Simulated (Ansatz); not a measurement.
Ti$_{3}$AlN (anti-perovskite, Pm-3m) under volume change, the program Ansatz at the PBEsol level (PAW), scaled uniformly.

```json
[
 {"V (Å³/atom)": "12.413", "E − E(relaxed) (meV/atom)": "70.4", "P (GPa)": "19.91"},
 {"V (Å³/atom)": "12.823", "E − E(relaxed) (meV/atom)": "29.6", "P (GPa)": "12.23"},
 {"V (Å³/atom)": "13.232", "E − E(relaxed) (meV/atom)": "7.0", "P (GPa)": "5.65"},
 {"V (Å³/atom)": "13.641", "E − E(relaxed) (meV/atom)": "0.0", "P (GPa)": "0.00"},
 {"V (Å³/atom)": "14.050", "E − E(relaxed) (meV/atom)": "[?]", "P (GPa)": "[?]"},
 {"V (Å³/atom)": "14.460", "E − E(relaxed) (meV/atom)": "24.1", "P (GPa)": "-8.99"},
 {"V (Å³/atom)": "14.869", "E − E(relaxed) (meV/atom)": "[?]", "P (GPa)": "[?]"}
]
```

### Question
Complete the blanks.

### Answer

- 14.869, E − E(relaxed) (meV/atom): 51.7
- 14.869, P (GPa): -12.55
- 14.050, E − E(relaxed) (meV/atom): 6.3
- 14.050, P (GPa): -4.84

### Question
What does a third-order Birch–Murnaghan fit give for V₀, B₀ and B′?

### Answer
V₀ = 13.64 Å³/atom, B₀ = 174 GPa, B′ = 4.1.

The workflow started from a Materials Project entry (that database holds measured and hypothetical structures alike); the Crystallography Open Database copy checked does not list it. Whether it is the stable phase at ambient conditions was not checked. The PBEsol relaxation kept the symmetry of its start; of distortions, only those at the zone centre were tested. The run is not spin-polarised.

Potentials: the later of the program's two PAW sets.
